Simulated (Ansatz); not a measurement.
Be: computed property card

Be (bcc (W type), Im-3m), a = 2.4996 Å, b = 2.4996 Å, c = 2.4996 Å, α = 90.00°, β = 90.00°, γ = 90.00°; the cell used has 1 atom.

Space group Im-3m (No. 229), bcc (W type); conventional cell a = 2.500 Å, b = 2.500 Å, c = 2.500 Å, α = 90.00°, β = 90.00°, γ = 90.00°.

Method: the program Ansatz at the r²SCAN level (PAW). Geometry: relaxed at this level of theory. Other levels are named where they apply.

### Cell and energy

| Quantity | Value |
|---|---|
| Volume per atom | 7.81 Å³ |
| Density | 1.92 g/cm³ |

### Electronic structure

| Quantity | Value |
|---|---|
| Electronic character | metallic (no gap) |
| Density of states at the Fermi level | 0.11 states/eV per atom (mean over ±0.08 eV) |

### Mechanics

| Property | Result |
|---|---|
| Bulk modulus (Birch–Murnaghan fit) | 125 GPa |
| Pressure derivative B′ | 3.4 |
| Elastic constants (relaxed ions, GPa) | C11 = 184, C12 = 94.7, C44 = 214 |
| Mechanical stability | stable (all eigenvalues of C positive) |
| Hill bulk and shear moduli | 125 and 116 GPa |
| Young's modulus | 265 GPa |
| Poisson's ratio | 0.15 |
| Debye temperature from the elastic constants | 1280 K |

The first step of the workflow began from a Materials Project structure, measured or hypothetical; the Crystallography Open Database copy checked does not list it. It is not the phase usual at ambient conditions (space group No. 194). The cell was relaxed with r²SCAN under the symmetry of its start; its stability against distortions is not shown here. As this level gives no gap, shear constants depend on the k-mesh and smearing (Fermi–Dirac, 0.1 eV here).

Potentials: the earlier of the program's two PAW sets.
